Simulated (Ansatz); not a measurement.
TiO2 — 47Ti nuclear quadrupole resonance

Cell: a Materials Project structure (computed, not necessarily an observed phase), taken as it stands.

Space group Pbca (No. 61); a = 5.1491, b = 9.1942, c = 5.4591 Å.

| site | Wyckoff | site symmetry | x | y | z |
| --- | --- | --- | --- | --- | --- |
| Ti | 8c | 1 | 0.1379 | 0.3710 | 0.4026 |
| O9 | 8c | 1 | 0.4647 | 0.2697 | 0.3900 |
| O17 | 8c | 1 | 0.8166 | 0.0105 | 0.8512 |

One atom of each set is listed.

All values are calculated (Ansatz; DFT, r2SCAN, plane waves and PAW, scalar-relativistic, 500 eV cutoff, Γ-centred 5×3×5 k-points, Fermi–Dirac smearing 0.02 eV), not measured.

47Ti: I = 5/2, Q = 302.0 mb (year-2017 value). Static lattice, zero field.

(1) Predict the zero-field 47Ti lines of each site.

(2) And for Ti-49 (I = 7/2, Q = 247.0 mb) on Ti?

## Answers

(1) For I = 5/2 and η = 0 the lines are 3|C_Q|/20 and twice that; η pulls their ratio below 2. At large η the states mix, and weaker lines appear at sums of the main ones; lines under 5 % of the strongest are left out.

| site | atoms | V_zz (10²¹ V/m²) | C_Q (MHz) | η | line frequencies (MHz) |
| --- | --- | --- | --- | --- | --- |
| Ti | 8 | -1.74 | -12.7 | 0.96 | 3.27, 3.39, 6.66 |

(2) C_Q scales with Q to -10.4 MHz, with lines at 1.39, 1.93, 2.01 MHz.
